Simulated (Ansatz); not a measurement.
NaI:
```
NaI
1.0
    0.00000     3.26400     3.26400
    3.26400     0.00000     3.26400
    3.26400     3.26400     0.00000
Na I
1 1
Direct
  0.00000   0.00000   0.00000
  0.50000   0.50000   0.50000
```

PBE (plane waves, PAW; program Ansatz) gives a gap of 3.58 eV without spin–orbit coupling, maximum at Γ, minimum at Γ.

Problem. What happens when spin–orbit coupling is switched on?

Solution. The gap drops by 0.34 eV, to 3.24 eV; maximum at Γ, minimum at Γ.

Problem. How large is the spin–orbit splitting of the valence top at Γ?

Solution. The fourfold level lies 1.07 eV above the split-off pair.

Problem. Give the electron effective mass with spin–orbit coupling.

Solution. 0.27 mₑ (isotropic).

Problem. Give the hole effective mass with spin–orbit coupling, band 1 of 2 at the edge.

Solution. 1.6 along [100], 2.7 along [110], 3.4 along [111] (mₑ).

Problem. Give the hole effective mass with spin–orbit coupling, band 2 of 2 at the edge.

Solution. 0.46 along [100], 0.41 along [110], 0.40 along [111] (mₑ).

Space group Fm-3m (rock salt). The PBE relaxation kept the symmetry of its start; phonons on a q-mesh show no instability.

Potentials: the later of the program's two PAW sets.
